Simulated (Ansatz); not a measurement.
**One run on EuSn₃ (Pm-3m): total moment held at 0 μB**

Computed with DFT, LDA, PAW with Ansatz's default frozen-core files, scalar-relativistic (Ansatz 0.2.0).

Command: `ansatz run input.yaml --threads 2 --pin off --max-ram 6144MiB --backend cpu --events-out ev --progress --plain --runs-dir out`

```yaml
crystal:
  lattice:
    - [4.7644144033, 0.0, 0.0]
    - [0.0, 4.7644144033, 0.0]
    - [0.0, 0.0, 4.7644144033]
  atoms:
    - { symbol: Eu, position: [0.0, 0.0, 0.0] }
    - { symbol: Sn, position: [0.0, 0.5, 0.5] }
    - { symbol: Sn, position: [0.5, 0.5, 0.0] }
    - { symbol: Sn, position: [0.5, 0.0, 0.5] }
magnetization:
  spin_polarized: true
  initial_magnetization: 0.0
  spin_locking: { lock_magnetization: hard }
kpoints:
  mp_grid: { grid: [6, 6, 6] }
scf:
  occupations: { method: fermi_dirac, width: 0.05 }
hamiltonian:
  xc: lda
  pseudopotentials: { kind: paw }
output:
  forces: true
  stress: true
  eigenvalues: true
```

Output:

```
Warning: output.stress: scf.convergence.dr2_threshold = 1e-7 eV (the SCF's general default) is looser than the 4e-10 eV advised for a printed stress (1e-10 eV for each atom of the cell: 4). What an SCF threshold leaves in a stress goes as its square root, and in the free energy as the threshold itself, and one threshold admits the most on a small cell: of the crystals measured, under no hybrid fun …
band count auto-derived: 37, from the close of a first SCF at 36 (N_el = 59.0; filled up to band 30; 36 by the electrons, moments and atoms)
Engine: ansatz 0.2.0
Pseudopotentials: kind: paw
Pseudopotential: Eu, paw, valence charge 17, recommended cutoff 420 eV (normal), Eu.paw.azcp
Pseudopotential: Sn, paw, valence charge 14, recommended cutoff 420 eV (normal), Sn.paw.azcp
Functional definition: SPW92
  exchange = slater_x
  correlation = pw_c
Crystal: 4 atoms, lattice volume = 108.151 Å³
Basis set: ecut = 420 eV, 2103 PW (Γ)
Bands: 36, of which v1, the nominal top of the filled ones, is band 30 counted from 1 (29 counted from 0)
Symmetry: 48 space group operations
Space group: Pm-3m (ITA 221), of the structure as read, at distance tolerance 4.8e-5 Å
k-points: 20 of 216
Non-local potential: Eu, projectors of the file, l = 0: 3, l = 1: 2, l = 2: 2, l = 3: 3
Non-local potential: Sn, projectors of the file, l = 0: 2, l = 1: 2, l = 2: 2, l = 3: 2
PAW form: soft (Blöchl's): semilocal exchange-correlation on the pseudo side does not see the compensation charge
PAW frozen core: Eu, regenerated for the run's functional, and the local potential with it (the file was generated under x = pbe(κ = 0.804, μ = 0.2195149727645171), c = pbe(β = 0.06672455060314922))
PAW frozen core: Sn, regenerated for the run's functional, and the local potential with it (the file was generated under x = pbe(κ = 0.804, μ = 0.2195149727645171), c = pbe(β = 0.06672455060314922))
PAW one-centre angular grid: Eu, 590 points (default); XC on 64 Gauss nodes
PAW one-centre angular grid: Sn, 590 points (default); XC on 64 Gauss nodes
Initial density: superposition of atomic densities (chi_scale 0.1, normalization cell)
Initial wavefunctions: pseudopotential atomic-orbital guess
Functional: x = slater, c = lda
SCF iter   1: F=—  HF=-26201.393043 eV  |F-HF|=—  |Δ(HF+E_count)|=         —  Δρ=9.39e-2 (↑9.39e-2 ↓9.39e-2)  dr2=4.41e1  dr2_m=0.00e0  M=0.000 μB ∫|m|=0.000 μB  β_m=0.30  ethr=3.10e-3  ⟨swp⟩=6.3  Hψ=2679  notcnv=0
preconditioner: auto → Kerker (q_TF=auto, 2.466 Å⁻¹)  [metal: Δε(μ)=0.008 eV  Ē_g=14.067 eV  σ=0.050 eV  W_gap=0.04  n_scr=26 (ndim 8)  ℏωp=27.0 eV  f_vac=0.000  D(μ)=44.40/eV (n_scr^D=1188)]
spin=Collinear: Kerker preconditioning applied to the charge; magnetization (m = ρ↑ − ρ↓) channel mixes plain (no charge-response kernel on spin).
[...]
SCF 1, on 36 bands, converged in 16 iterations: F = -26200.087010 eV; the run's SCF on all bands comes behind
  greatest PAW one-centre occupation: 0.992 electrons in one spin orbital (limit 2), on the Sn atom at site 1 (counted from 0), in its partial waves of l = 2
Following the negative reading down, search 1: the free energy F (with its fill's electron-count term) along its direction. At the converged state itself: F - F(close) = -4.729e-11 eV
  point 1 (+, 4.0e-4 eV away): F - F(close) = -1.317e-3 eV
  point 2 (+, 1.6e-3 eV away): F - F(close) = -5.195e-3 eV
  point 3 (+, 6.4e-3 eV away): F - F(close) = -1.968e-2 eV
  point 4 (+, 2.6e-2 eV away): F - F(close) = -6.407e-2 eV
  point 5 (+, 1.0e-1 eV away): F - F(close) = -1.337e-1 eV
  point 6 (+, 4.1e-1 eV away): F - F(close) = -1.725e-1 eV
  point 7 (+, 1.6e0 eV away): F - F(close) = -2.388e-1 eV
  point 8 (+, 6.6e0 eV away): F - F(close) = -3.737e-1 eV
  point 9 (+, 2.6e1 eV away): F - F(close) = +7.035e-1 eV
Initial density: handed on by an earlier stage of this run
Initial wavefunctions: those handed on with the density
[...]
SCF iter   4: F=—  HF=-26200.843472 eV  |F-HF|=—  |Δ(HF+E_count)|=   1.27e-4  Δρ=1.77e-5 (↑1.37e-5 ↓1.77e-5)  dr2=1.90e-6  dr2_m=3.14e-8  M=-0.000 μB ∫|m|=1.521 μB  ethr=1.20e-6  ⟨swp⟩=1.0  Hψ=3808  notcnv=0
an SCF from an earlier converged SCF that another search, or another magnetic order, replaced, along what its orbitals showed of its open shells (or to have them read), with 24 of the crystal's symmetry operations given up (24 k-points in place of 20), reached no lower state that the run goes on to. This is no proof of a minimum
SCF converged after 2 iterations
Stability not told: the lowest value that the SCF's own minimisation read on its close, 5.8e-2 (residual 3.7e-3), is positive but too near zero to vouch for directions that it does not look along: no lower mode is shown, and none is ruled out
Magnetization: 0.0000 μB (29.5000 up, 29.5000 down)
Absolute magnetization: 2.9788 μB (∫|ρ↑−ρ↓|, with the PAW one-centre terms)
Spin contamination: 3.0220 ħ² per cell (⟨S²⟩ above its minimum at these occupations)
Per-site moments (μB) at R_I (Å): [(0.3585173303863601, 1.389691764844469), (-0.07242117735759344, 1.389691764844469), (-0.07130755476774914, 1.389691764844469), (-0.07242116654575691, 1.389691764844469)]
Free energy (F): -26201.053337 eV
Harris-Foulkes:  -26201.053337 eV  (|F-HF|=4.00e-11)
Internal energy: -26201.005884 eV  (E = F + TS)
E sigma→0 (E₀):  -26201.029610 eV
Entropy (-TS):   -0.047453 eV (-11.863 meV/atom)
Fermi energy:    11.605170 (↑ 11.383514, ↓ 11.826825) eV
--- Per-component energies (eV) ---
  E_band       = -213.288587
  E_kinetic    = 925.422855
  E_local      = -4212.165172  (includes V_loc(G=0)·N_el)
  E_nonlocal   = 374.504500
  E_hartree    = 2236.917452
  E_xc         = -1318.339717
  E_vxc        = -505.346993  (∫ρ·V_xc dr)
  E_paw        = -18157.238014  (= ΣΔE_a)
  E_vpaw       = -1269.538315  (= ΣTr[D̂ρ^β])
  E_aug_tail   = -0.000001  (compensation charges beyond the density's cutoff)
  E_ewald      = -6052.517369
  E_core_change = 2.409583  (= ΣΔE_core)
  E_smearing   = -0.047453  (= −TS)
  E_closure    = 0.000000  (closes the sum)
  Σ components = -26201.053337   (vs F -26201.053337, Δ=0.00e0)
--- Forces (eV/Å), atoms counted from 1 ---
  atom   1  Eu     0.00000000     0.00000000     0.00000000
  atom   2  Sn     0.00000000     0.00000000     0.00000000
  atom   3  Sn     0.00000000     0.00000000     0.00000000
  atom   4  Sn     0.00000000     0.00000000     0.00000000
  max |Σ_I F_I| component: 0.00e0 eV/Å
--- Stress (GPa, compression-positive) ---
       -5.541034      -0.019896       0.000000
       -0.019896      -5.541034       0.000000
        0.000000       0.000000      -6.024643
  P = ⅓ Tr σ = -5.7022 GPa (-57.022 kbar)
--- Band table (eV; the first three rows and the last of 160) ---
  [... 4 further k-point lines left out ...]
```

Site moments (μB): Eu1 0.36, Sn2 -0.07, Sn3 -0.07, Sn4 -0.07. Cell moment 0.00 μB.

The PAW files were made with PBE; the program remakes their cores once for the run's functional and then keeps them frozen. Without U a semilocal functional puts the f levels too near the Fermi level, which can change moments and the order of magnetic states; site and cell moments are spin moments. Spin–orbit coupling is left out although heavy atoms are present. In at least one run the program's final test of stability wasn't made or came to no verdict. With open f shells a run can end in a state that isn't the lowest. The magnetic state is the one that this cell and start allow. It needn't be the compound's measured order, which may need a larger cell or be absent.

It took 12 min on 2 threads of Arm Neoverse V2, with other jobs on the host, peak memory 2.1 GiB.
